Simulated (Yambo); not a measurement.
Yambo run on CaCd3O4 (space group Cmmm, No. 65). The wavefunctions are PBEsol (Quantum ESPRESSO, PseudoDojo norm-conserving, 102 Ry, without SOC) ones on a 2×2×4 mesh (47 occupied bands); a = b = 5.790 Å, c = 3.370 Å, α = β = 90.00°, γ = 109.69°.

Yambo input:

```
rim_cut
gw0
dyson
el_el_corr
HF_and_locXC
ppa
em1d
RandQpts= 1000000
RandGvec= 1 Ry
EXXRLvcs= 102 Ry
VXCRLvcs= 408 Ry
Chimod= "HARTREE"
% BndsRnXp
 13 | 181 |
%
NGsBlkXp= 7 Ry
% LongDrXp
 1.0 | 1.0 | 1.0 |
%
PPAPntXp= 27.2114 eV
% GbndRnge
 1 | 87 |
%
GTermKind= "BG"
DysSolver= "n"
ExtendOut
% QPkrange
 1 | 1 | 47 | 48 |
%
```

k points by index: 1 = Γ.

Resulting energies as the program prints them:

```
#    K-point    Band    Eo [eV]    E [eV]    E-Eo [eV]    Vxc [eV]    Vnlxc [eV]    Sc|Eo [eV]    Sc|E [eV]    dSc/dw|Eo [eV]    Re(Z)    Im(Z)
#
    1    47    0.000000    -0.340736    -0.340736    -21.69616    -26.49048    4.360131    4.453580    -7.460162    0.784831    -0.001385
    1    48    0.171800    0.739333    0.567533    -13.72052    -10.01566    -3.019902    -3.137325    -5.629387    0.828584    -0.001030
```
(The two width columns are left out.) Convergence of these settings isn't established.

Geometry of the Materials Project entry, not relaxed at this level.

The structure is a Materials Project entry; no match was found in the copy of COD used, and its stability was not checked.
